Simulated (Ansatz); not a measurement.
AgW:
Space group P4/mmm (No. 123); a = 2.6892 Å, b = 2.6892 Å, c = 4.5684 Å, α = 90.00°, β = 90.00°, γ = 90.00°

```json
[
 {"atom": "Ag", "site": "1a", "symmetry": "4/mmm", "x": "0.0000", "y": "0.0000", "z": "0.0000"},
 {"atom": "W", "site": "1d", "symmetry": "4/mmm", "x": "0.5000", "y": "0.5000", "z": "0.5000"}
]
```

Relaxed with PBE.

**Question.** Which orbitals make up the states near the Fermi level in PBE (plane waves, PAW; program Ansatz)?

**Answer.** Within 0.5 eV of the Fermi level: W 5d 74 %, Ag 4d 10 %, outside the projected shells 9 %. Projections are on Löwdin-orthogonalised atomic valence shells; empty p or d shells of many metals are not among them.

**Question.** Tabulate the density of states.

**Answer.** States/eV per cell of 2 atoms, in 0.25 eV bins, energy from the Fermi level.

```
E (eV)  total  Ag 4d  W 5d  Ag 5s
------  -----  -----  ----  -----
-7.85    0.15   0.00  0.00   0.06
-7.60    0.18   0.00  0.00   0.08
-7.35    0.22   0.01  0.00   0.09
-7.10    0.28   0.02  0.01   0.11
-6.85    0.43   0.10  0.02   0.12
-6.60    1.53   0.92  0.13   0.18
-6.35    3.16   2.30  0.25   0.23
-6.10    4.50   3.50  0.38   0.25
-5.85    4.06   3.31  0.41   0.15
-5.60    3.48   2.88  0.42   0.12
-5.35    5.02   4.01  0.74   0.17
-5.10    3.49   2.82  0.50   0.11
-4.85    3.42   2.76  0.30   0.29
-4.60    3.02   2.60  0.20   0.15
-4.35    2.73   2.48  0.14   0.06
-4.10    3.55   3.15  0.24   0.07
-3.85    2.79   2.23  0.28   0.14
-3.60    1.78   1.18  0.33   0.11
-3.35    1.69   0.82  0.59   0.10
-3.10    1.69   0.48  0.91   0.10
-2.85    2.06   0.47  1.26   0.10
-2.60    2.01   0.48  1.24   0.09
-2.35    1.98   0.40  1.33   0.07
-2.10    1.96   0.37  1.37   0.06
-1.85    1.66   0.26  1.20   0.05
-1.60    1.42   0.22  1.03   0.04
-1.35    1.22   0.12  0.93   0.03
-1.10    1.77   0.19  1.32   0.05
-0.85    1.68   0.15  1.26   0.03
-0.60    1.68   0.17  1.25   0.03
-0.35    1.77   0.19  1.35   0.03
-0.10    1.55   0.17  1.17   0.04
0.15     1.30   0.13  0.94   0.06
0.40     0.90   0.09  0.59   0.09
0.65     0.54   0.05  0.44   0.02
0.90     0.66   0.06  0.55   0.01
1.15     1.42   0.10  1.18   0.02
1.40     1.73   0.11  1.41   0.04
1.65     2.11   0.12  1.66   0.07
1.90     2.13   0.09  1.69   0.11
2.15     1.69   0.06  1.34   0.09
2.40     1.81   0.06  1.44   0.13
2.65     1.82   0.05  1.43   0.15
2.90     1.82   0.04  1.41   0.16
3.15     1.35   0.03  0.88   0.16
3.40     0.99   0.02  0.55   0.14
3.65     0.83   0.02  0.41   0.12
3.90     0.76   0.01  0.36   0.11
4.15     0.70   0.01  0.32   0.10
4.40     0.64   0.01  0.27   0.09
4.65     0.48   0.01  0.13   0.08
```

The start of the workflow was typed in or built on a structure type; neither database checked (COD, Materials Project) lists it. Whether it is the stable phase at ambient conditions was not checked. Symmetry was held in the PBE relaxation; whether a distortion lowers the energy is not shown. No spin polarisation was allowed. Its formation energy is positive at this level, so the cell may be metastable or incomplete. Axis ratios of metals converge slowly with the k-mesh, so a and c are less sure than the volume. Spin–orbit coupling is left out wherever it is not named.

Potentials: the later of the program's two PAW sets.
